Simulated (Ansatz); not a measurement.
# Pb$_{2}$O (Pn-3m) under several functionals

Plane-wave DFT in Ansatz with scalar-relativistic PAW potentials. The same structure was relaxed (cell and atoms, symmetry kept) in separate runs at each level. No spin polarisation.

Question: How do the levels PBE, PBEsol, r2SCAN compare?

Answer:
| level | cutoff (eV) | k mesh | V (Å³/atom) | a (Å) | B0 (GPa) |
| --- | --- | --- | --- | --- | --- |
| PBEsol | 420 | 8×8×8 | 25.953 | 5.380 | 55 |
| r2SCAN | 500 | 8×8×8 | 26.422 | 5.412 | 54 |
| PBE | 420 | 8×8×8 | 27.358 | 5.475 | – |

The usual order of volumes, PBEsol < PBE, holds here (25.953, 27.358 Å³/atom). As a rule PBEsol, built on the gradient expansion of slowly varying densities, lies between LDA and PBE; PBE's stronger gradient term for exchange weakens bonds. r2SCAN lies 3.4 % under PBE in volume. B0 goes from 54.7 to 54.1 GPa as the volume grows by 1.8 %; on one curve with B' = 4.3 the volume alone, B ∝ V^(−B'), would give 50.6 GPa, and the rest of the difference is the functional's own stiffness. No level opens a gap on the mesh; semilocal functionals can close the gap of such a compound.

Spin-orbit coupling is left out, which matters for the bands of heavy elements.